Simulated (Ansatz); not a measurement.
Suppose TiVC4N4 takes space group P-43m (No. 215), with Ti on 1a; V on 1b; C on 4e; N on 4e. A trial structure of TiVC4N4 was built thus: two interpenetrating cyanide-bridged diamond nets.

These are results of DFT PBE, scalar-relativistic, plane waves, PAW in Ansatz 0.2.0, not measurements. Cutoff 420 eV, Γ-centred mesh, Gaussian smearing, collinear spin.

The zero of energy is the elements' standard structures at the same level (N₂ as a molecule); no fitted shifts are applied.

**Question.** Predict the relaxed structure.

**Answer.**

Space group P-43m (No. 215). a = 5.958 Å, b = 5.958 Å, c = 5.958 Å, α = 90.00°, β = 90.00°, γ = 90.00°
```tsv
atom	site	symmetry	x	y	z
Ti	1a	-43m	0.0000	0.0000	0.0000
V	1b	-43m	0.5000	0.5000	0.5000
C	4e	.3m	0.2014	0.2014	0.2014
N	4e	.3m	0.3170	0.3170	0.3170
```

Ti is surrounded by 4 C at 2.08 Å; V is surrounded by 4 N at 1.89 Å; C has 1 N at 1.19 Å and 1 Ti at 2.08 Å; N has 1 C at 1.19 Å and 1 V at 1.89 Å. Another local minimum with the same sites may exist.

**Question.** Where does its energy lie, and is it a metal?

**Answer.** The formation energy is +0.23 eV/atom, the gap on the 6×6×6 mesh of the 10-atom cell is 0 eV (a metal) and the net moment per atom is 0.04 μB. The moment by site is Ti -0.6; V 0.6 μB. A positive value: parting into the elements would lower its energy.

The last run used collinear spin and Gaussian smearing of 0.10 eV. The reference form of C is held partly by dispersion forces, which this level lacks. Another magnetic order may lie lower. Symmetry constrained the relaxation, so the result can be a saddle point. Site moments count only spheres around the atoms; the net moment includes the space between them.
